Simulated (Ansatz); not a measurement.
## Relaxation path: bcc Fe (111), 3 layers

DFT, PBEsol, PAW with Ansatz's default frozen-core files, scalar-relativistic (Ansatz 0.2.0); a Γ-centred 11×11×1 k mesh, Fermi–Dirac smearing of 0.08 eV, spin-polarised from start moments Fe1 2.5, Fe2 2.5, Fe3 2.5 μB. The run relaxes the atoms in the fixed cell.

Command: `ansatz run input.yaml --threads 2 --pin off --max-ram 4096MiB --backend cpu --events-out ev --progress --plain --runs-dir out` It took 83 s on 2 threads of Arm Neoverse V1, with other jobs on the host, peak memory 0.52 GiB.

```yaml
crystal:
  lattice:
    - [3.9430112925, 0.0, 0.0]
    - [-1.9715056462, 3.4147479467, 0.0]
    - [0.0, 0.0, 14.6097]
  atoms:
    - { symbol: Fe, position: [0.1666666665, 0.3333333335, 0.4449089434], spin: 2.5 }
    - { symbol: Fe, position: [0.5000000005, 0.9999999995, 0.4999999998], spin: 2.5 }
    - { symbol: Fe, position: [0.8333333335, 0.6666666665, 0.5550910566], spin: 2.5 }
magnetization:
  spin_polarized: true
kpoints:
  mp_grid: { grid: [11, 11, 1] }
scf:
  occupations: { method: fermi_dirac, width: 0.08 }
hamiltonian:
  xc: pbesol
  pseudopotentials: { kind: paw }
output:
  forces: true
  stress: true
  eigenvalues: true
relax:
  f_tol: 0.01
  max_steps: 40
efield:
  axis: 3
  amplitude: 0
  dipole_correction: true
```

Each step lists its free energy a cell above the last geometry, and Cartesian positions (Å) with forces (eV/Å).

The first step:

```
step 1  dF = 402.84 meV
  Fe 0.0000 1.1382 6.5000   0.0000 0.0000 1.2916
  Fe 0.0000 3.4147 7.3049   0.0000 0.0000 0.0000
  Fe 1.9715 2.2765 8.1097   0.0000 0.0000 -1.2916
```

The magnetic state is the one reached from the start moments; other orders weren't searched. The PAW files were made under PBE.

Problem. Where does the relaxation end, and by which steps?

Solution. After 6 geometries, with a shortest distance of 2.315 Å and a cell moment of 7.26 μB. The further steps:
```
step 2  dF = 128.67 meV
  Fe 0.0000 1.1382 6.6547   0.0000 0.0000 0.4837
  Fe 0.0000 3.4147 7.3049   0.0000 0.0000 0.0000
  Fe 1.9715 2.2765 7.9550   0.0000 0.0000 -0.4837
step 3  dF = 72.00 meV
  Fe 0.0000 1.1382 6.7334   0.0000 0.0000 0.2931
  Fe 0.0000 3.4147 7.3049   0.0000 0.0000 0.0000
  Fe 1.9715 2.2765 7.8763   0.0000 0.0000 -0.2931
step 4  dF = 10.32 meV
  Fe 0.0000 1.1382 6.8402   0.0000 0.0000 0.2112
  Fe 0.0000 3.4147 7.3049   0.0000 0.0000 0.0000
  Fe 1.9715 2.2765 7.7695   0.0000 0.0000 -0.2112
step 5  dF = 116.21 meV  (not accepted)
  Fe 0.0000 1.1382 7.0352   0.0000 0.0000 -0.6564
  Fe 0.0000 3.4147 7.3048   0.0000 0.0000 0.0000
  Fe 1.9715 2.2765 7.5745   0.0000 0.0000 0.6564
step 6  dF = 0.00 meV
  Fe 0.0000 1.1382 6.8871   0.0000 0.0000 -0.0063
  Fe 0.0000 3.4147 7.3049   0.0000 0.0000 0.0000
  Fe 1.9715 2.2765 7.7226   0.0000 0.0000 0.0063
```
